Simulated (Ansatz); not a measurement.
**CaCu2Si2 under pressure: fit and missing row**

CaCu2Si2, I4/mmm, a = 4.033 Å, c = 9.861 Å. The structure is a COD entry; whether it is the stable form wasn't checked. Ansatz: r2SCAN, PAW, 500 eV, Γ-centred 12×12×12 mesh on 5 atoms, Gaussian smearing 0.10 eV; no spin polarisation. Cell and atoms are relaxed at each pressure, and no other structure is tried, so the rows at high pressure may lie past a change of phase.

| V (Å³/atom) | P (GPa) |
| --- | --- |
| ? | 50.00 |
| 13.518 | 24.97 |
| 14.571 | 12.00 |
| 15.470 | 3.99 |
| 15.889 | 1.02 |
| 16.041 | 0.04 |
| 16.211 | -1.00 |

Q: Take V0 = 16.041 Å³/atom, count pressures from its P0 = 0.04 GPa, fit the third-order Birch–Murnaghan form to the other rows, and predict the missing volume.

A: With the Eulerian strain f = ½[(V0/V)^(2/3) − 1] and y = (P − P0)/[3f(1 + 2f)^(5/2)], the form is the line y = B0 + 1.5 B0 (B0′ − 4) f. Rows (f, y): 0.06042, 103.4; 0.03309, 102.6; 0.01223, 101.3; 0.00318, 101.1; -0.00350, 100.8. Means f = 0.02108, y = 101.84; Σ(Δf)² = 0.002695, ΣΔfΔy = 0.1141; the slope is their ratio. y = 100.9 + 42.34 f GPa, so B0 = 100.9 GPa and B0′ = 4 + 2 × (42.34)/(3 × 100.9) = 4.28. P = 50.00 GPa is met at f = 0.10029 (y = 105.15), so V = V0 (1 + 2f)^(−3/2) = 12.194 Å³/atom. The run gave 12.186 Å³/atom, so the fit is 0.008 Å³/atom too high, a small miss on the scale of the series. The form still works here, 96 % of the fitted range beyond its end.

The mesh isn't the same in all rows (12×12×12, 14×14×14).